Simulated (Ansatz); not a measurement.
Relaxed candidate structures of Ge(SbTe2)2:

A. R-3m, hexagonal axes (No. 166), hR7; a = 4.224 Å, b = 4.224 Å, c = 41.315 Å, α = 90.00°, β = 90.00°, γ = 120.00°; Te 6c (0.000, 0.000, 0.369); Sb 6c (0.000, 0.000, 0.256); Te 6c (0.000, 0.000, 0.126); Ge 3b (0.000, 0.000, 0.500)

B. P-3m1 (No. 164), hP7; a = b = 4.219 Å, c = 14.560 Å, α = β = 90.00°, γ = 120.00°; Te 2c (0.000, 0.000, 0.128); Sb 2d (0.333, 0.667, 0.247); Te 2d (0.667, 0.333, 0.385); Ge 1b (0.000, 0.000, 0.500)

C. P6₃mc (No. 186), hP14; a = b = 4.2290 Å, c = 27.2318 Å, α = β = 90.00°, γ = 120.00°; Te 2b (0.667, 0.333, 0.498); Sb 2a (0.000, 0.000, 0.435); Te 2b (0.333, 0.667, 0.361); Ge 2b (0.667, 0.333, 0.299); Te 2a (0.000, 0.000, 0.237); Sb 2b (0.333, 0.667, 0.164); Te 2b (0.667, 0.333, 0.101)

Problem. Rank these by energy per atom (lowest first), as PBE-D3(BJ) (plane waves to 420 eV, PAW, scalar-relativistic; Ansatz, a quantum-chemistry and plane-wave program) gives it.

Solution. C (reference), A (+0.005 eV/atom), B (+0.026 eV/atom)

The lowest structure calculated, R-3m, hR7, is not among these; it lies under 0.01 eV/atom below the lowest of them. Each run could gain symmetry but not lose that of its start, so entries can be saddle points. All of these are generated cells (placed on structure types, drawn at random, substituted or restacked) that were not matched to a known phase here. Energies are at zero temperature and pressure, without zero-point motion. No spin polarisation in the result. Without spin-orbit coupling the bands of the heavy element are not split, so the gap can be far off. Gaps of cells over 8 atoms come from the SCF mesh and high-symmetry points alone.
